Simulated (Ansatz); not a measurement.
An input for the plane-wave PAW code Ansatz:

```yaml
crystal:
  lattice:
    - [4.1741069612, 0.0, 0.0]
    - [0.0, 4.1741069612, 0.0]
    - [0.0, 0.0, 4.1741069612]
  atoms:
    - { symbol: Gd, position: [0.0, 0.0, 0.0], spin: 7.5 }
    - { symbol: Si, position: [0.0, 0.5, 0.5] }
    - { symbol: Si, position: [0.5, 0.5, 0.0] }
    - { symbol: Si, position: [0.5, 0.0, 0.5] }
basis:
  ecutwfc: 420
  ecutrho_ratio: 4
kpoints:
  mp_grid: { grid: [8, 8, 8] }
hamiltonian:
  xc: pbe
scf:
  occupations: { method: gaussian, width: 0.05 }
output:
  forces: true
  stress: true
  eigenvalues: true
  populations: true
magnetization:
  spin_polarized: true
```

Launched as:
```sh
ansatz run input.yaml --threads 2 --pin off --max-ram 2662MiB --backend cpu --events-out ev --progress --plain --runs-dir out
```

The structure was built from a prototype; whether the compound forms in it isn't claimed.

Q: Predict the main results.

A: Pressure -1.8 GPa, gap on the mesh zero (metallic), site spin moments Gd 6.81; Si -0.05 μB (PBE, scalar-relativistic).

The output:

```
Gd: projections on atomic orbitals take those of the free atom [Kr 4d10] 4f7 5s2 5p6 5d1 6s2, of charge +0.00 (hamiltonian.pseudopotentials.projection_atoms); the dataset's partial waves leave at most 2.5e-4 of an orbital's norm unspanned inside its sphere
Pseudopotentials: kind: paw
Pseudopotential: Gd, paw, valence charge 18, recommended cutoff 420 eV (normal), Gd.paw.azcp
Pseudopotential: Si, paw, valence charge 4, recommended cutoff 420 eV (normal), Si.paw.azcp
Crystal: 4 atoms, lattice volume = 72.726 Å³
Basis set: ecut = 420 eV, 1365 PW (Γ), exchange–correlation on 60×60×60 points (8 copies of the dense FFT grid, shifted against one another)
Bands: 23, of which v1, the nominal top of the filled ones, is band 15 counted from 1 (14 counted from 0)
Symmetry: 48 space group operations
Space group: Pm-3m (ITA 221), of the structure as read, at distance tolerance 4.2e-5 Å
Magnetic group: BNS 221.92 (UNI 1594), of the structure as read, at distance tolerance 4.2e-5 Å
k-points: 35 of 512
Initial density: superposition of atomic densities (chi_scale 0.1, normalization cell, long waves kept (reshape's long-wave potential 0.00 eV rms))
Starting moments: Σ|m| = 7.5 μB on 1 of 4 sites
Initial wavefunctions: pseudopotential atomic-orbital guess
Functional: x = pbe(κ = 0.804, μ = 0.21951), c = pbe(β = 0.06672)
```

```
SCF iter   1: F=—  HF=-11240.734219 eV  |F-HF|=—  |Δ(HF+E_count)|=         —  Δρ=2.38e-2 (↑1.42e-2 ↓2.38e-2)  dr2=1.08e0  dr2_m=5.96e-2  M=6.598 μB ∫|m|=6.992 μB
Mixer restart at iter 1: flushing history
SCF iter   2: F=—  HF=-11240.651477 eV  |F-HF|=—  |Δ(HF+E_count)|=   8.27e-2  Δρ=1.88e-2 (↑1.06e-2 ↓1.88e-2)  dr2=6.31e-1  dr2_m=4.50e-2  M=6.590 μB ∫|m|=7.001 μB
SCF iter   3: F=—  HF=-11240.562755 eV  |F-HF|=—  |Δ(HF+E_count)|=   8.87e-2  Δρ=6.05e-3 (↑2.00e-3 ↓6.05e-3)  dr2=4.67e-2  dr2_m=3.72e-3  M=6.601 μB ∫|m|=7.038 μB
SCF iter   4: F=—  HF=-11240.576375 eV  |F-HF|=—  |Δ(HF+E_count)|=   1.36e-2  Δρ=2.26e-3 (↑2.16e-3 ↓2.26e-3)  dr2=5.14e-3  dr2_m=2.44e-3  M=6.618 μB ∫|m|=7.050 μB
SCF iter   5: F=—  HF=-11240.579655 eV  |F-HF|=—  |Δ(HF+E_count)|=   3.28e-3  Δρ=5.38e-4 (↑2.94e-4 ↓5.38e-4)  dr2=4.98e-4  dr2_m=6.93e-5  M=6.640 μB ∫|m|=7.060 μB
SCF iter   6: F=—  HF=-11240.579779 eV  |F-HF|=—  |Δ(HF+E_count)|=   1.24e-4  Δρ=4.96e-5 (↑4.96e-5 ↓4.70e-5)  dr2=5.16e-6  dr2_m=4.13e-7  M=6.642 μB ∫|m|=7.063 μB
SCF iter   7: F=—  HF=-11240.579786 eV  |F-HF|=—  |Δ(HF+E_count)|=   6.75e-6  Δρ=1.38e-5 (↑9.96e-6 ↓1.38e-5)  dr2=2.60e-7  dr2_m=1.19e-8  M=6.642 μB ∫|m|=7.063 μB
SCF iter   8: F=—  HF=-11240.579786 eV  |F-HF|=—  |Δ(HF+E_count)|=   2.68e-7  Δρ=4.03e-6 (↑1.49e-6 ↓4.03e-6)  dr2=2.17e-8  dr2_m=1.89e-9  M=6.642 μB ∫|m|=7.063 μB
SCF iter   9: F=-11240.579786 eV  HF=-11240.579786 eV  |F-HF|=1.56e-10  |Δ(HF+E_count)|=  4.18e-10  Δρ=7.38e-7 (↑7.38e-7 ↓7.05e-7)  dr2=1.27e-9  dr2_m=1.22e-10  M=6.641 μB ∫|m|=7.063 μB
```

```
SCF 1 converged in 9 iterations: F = -11240.579786 eV  dr2 = 1.27e-9
SCF converged after 9 iterations
Magnetization: 6.6415 μB (18.3207 up, 11.6793 down)
Absolute magnetization: 7.0629 μB (∫|ρ↑−ρ↓|, with the PAW one-centre terms)
Per-site moments (μB) at R_I (Å): [(6.80801, 1.21751), (-0.05220, 1.21751), (-0.05220, 1.21751), (-0.05220, 1.21751)]
Free energy (F): -11240.579786 eV
E sigma→0 (E₀):  -11240.578511 eV
Entropy (-TS):   -0.002550 eV (-0.637 meV/atom)
Fermi energy:    11.800570 eV
--- Per-component energies (eV) ---
  E_band       = 46.572841
  E_kinetic    = 524.411240
  E_local      = -2447.983108  (includes V_loc(G=0)·N_el)
  E_nonlocal   = 366.487501
  E_hartree    = 1055.076207
  E_xc         = -401.013090
  E_vxc        = -396.111744  (∫ρ·V_xc dr)
  E_paw        = -7986.468723  (= ΣΔE_a)
  E_vpaw       = -110.383450  (= ΣTr[D̂ρ^β])
  E_aug_tail   = 0.000024  (compensation charges beyond the density's cutoff)
  E_ewald      = -2351.087286
  E_smearing   = -0.002550  (= −TS)
--- Forces (eV/Å), atoms counted from 1 ---
  atom   1  Gd     0.00000000     0.00000000     0.00000000
  atom   2  Si     0.00000000     0.00000000     0.00000000
  atom   3  Si     0.00000000     0.00000000     0.00000000
  atom   4  Si     0.00000000     0.00000000     0.00000000
--- Stress (GPa, compression-positive) ---
       -1.811293       0.000000       0.000000
        0.000000      -1.811293       0.000000
        0.000000       0.000000      -1.811293
  P = ⅓ Tr σ = -1.8113 GPa (-18.113 kbar)
--- Löwdin populations: 4 sites ---
  site symbol       q [e]    m [muB]
     0     Gd     18.1169     6.8861
     1     Si      3.9013    -0.0746
     2     Si      3.9013    -0.0746
     3     Si      3.9013    -0.0746
```

It ran for 6.3 s on 2 threads of Arm Neoverse V1, with other jobs on the host, peak memory 0.43 GiB.

Absolute energies hang on the potentials; compare differences alone.

Without a U the 4f levels of Gd lie too near the Fermi level, so their share of the states there, and what hangs on it, is overstated. Spin–orbit coupling, which matters for such heavy elements, is left out. Site moments are of spin, integrated over atomic spheres.
